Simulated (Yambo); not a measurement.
Yambo run on Ba2SrWO6 (space group R-3, No. 148). The wavefunctions are PBEsol (Quantum ESPRESSO, PseudoDojo norm-conserving, 84 Ry, no spin-orbit coupling) ones on a 2×2×2 mesh (40 occupied bands); a = b = c = 6.129 Å, α = β = γ = 60.96°.

Yambo input:

```
rim_cut
gw0
dyson
el_el_corr
HF_and_locXC
ppa
em1d
RandQpts= 1000000
RandGvec= 1 Ry
EXXRLvcs= 84 Ry
VXCRLvcs= 336 Ry
Chimod= "HARTREE"
% BndsRnXp
 2 | 317 |
%
NGsBlkXp= 3 Ry
% LongDrXp
 1.0 | 1.0 | 1.0 |
%
PPAPntXp= 27.2114 eV
% GbndRnge
 1 | 317 |
%
GTermKind= "BG"
DysSolver= "n"
ExtendOut
% QPkrange
 3 | 3 | 40 | 41 |
%
```

k points by index: 3 = F.

The o-*.qp file then holds:

```
#    K-point    Band    Eo [eV]    E [eV]    E-Eo [eV]    Vxc [eV]    Vnlxc [eV]    Sc|Eo [eV]    Sc|E [eV]    dSc/dw|Eo [eV]    Re(Z)    Im(Z)
#
    3    40    0.000000    -0.499233    -0.499233    -19.05690    -24.05656    4.363550    4.500422    -7.458103    0.784877    -0.001546
    3    41    2.838265    4.074971    1.236706    -15.23466    -9.835019    -3.896174    -4.162935    -5.868812    0.822585    -0.001644
```
(The two width columns are left out.) Convergence of these settings isn't established.

Geometry of the Materials Project entry, not relaxed at this level.

The structure is a Materials Project entry; no match was found in the copy of COD used, and its stability was not checked.
